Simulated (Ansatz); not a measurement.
All numbers below come from DFT PBE, scalar-relativistic, plane waves, PAW (Ansatz 0.2.0). Several structures of Hf₃S₅ from a search were relaxed, and the powder pattern of one of them was computed from 10° to 70° in 2θ (λ = 1.5406 Å).

Cu Kα1 powder pattern (kinematic, no thermal factors).
2θ (°) (relative intensity): 10.41 (79), 15.64 (50), 20.91 (4), 26.22 (17), 29.34 (60), 29.81 (12), 31.21 (35), 33.41 (43), 36.30 (8), 37.03 (2), 39.75 (100), 42.56 (4), 43.65 (3), 47.92 (8), 52.03 (30), 52.32 (1), 52.53 (19), 53.21 (9), 53.95 (8), 54.67 (12), 56.67 (2), 57.42 (3), 59.17 (13), 60.85 (9), 61.12 (1), 61.93 (5), 62.60 (15), 63.25 (7), 65.09 (1), 65.57 (2), 67.41 (21), 69.40 (7)

Problem. Which structure gives it?
A.

Space group R-3m:H (No. 166). a = 3.666 Å, b = 3.666 Å, c = 49.862 Å, α = 90.00°, β = 90.00°, γ = 120.00°
```
atom  site  symmetry       x       y       z
  Hf    6c        3m  0.3333  0.6667  0.9703
  Hf    3b       -3m  0.6667  0.3333  0.8333
   S    6c        3m  0.6667  0.3333  0.9418
   S    3a       -3m  0.0000  0.0000  0.0000
   S    6c        3m  0.3333  0.6667  0.8622
```

B.

Space group C2/m (No. 12). a = 11.391 Å, b = 5.117 Å, c = 7.989 Å, α = 90.00°, β = 134.29°, γ = 90.00°
```tsv
atom	site	symmetry	x	y	z
Hf	2a	2/m	0.0000	0.0000	0.0000
Hf	4i	m	0.7991	0.0000	0.3918
S	4i	m	0.8040	0.5000	0.4023
S	2b	2/m	0.0000	0.5000	0.0000
S	4i	m	0.9071	0.0000	0.2070
```

C.

Space group P-6m2 (No. 187). a = 3.513 Å, b = 3.513 Å, c = 16.981 Å, α = 90.00°, β = 90.00°, γ = 120.00°
```
atom  site  symmetry       x       y       z
  Hf    1b      -6m2  0.0000  0.0000  0.5000
  Hf    2g       3m. 0.0000  0.0000  0.8944
   S    2h       3m. 0.3333  0.6667  0.4073
   S    2i       3m. 0.6667  0.3333  0.8074
   S    1e      -6m2  0.6667  0.3333  0.0000
```

Solution. C. Its strongest line, at 2θ = 39.75°, has d = λ/(2 sin θ) = 2.266 Å and is the (1 0 5) reflection of the conventional P-6m2 cell with a = 3.513 Å, c = 16.981 Å. The others have their strongest lines at 10.6° (R-3m); 20.5° (C2/m). In energy it lies 113 meV/atom above the lowest of those shown.

These are computed cells and needn't be stable.
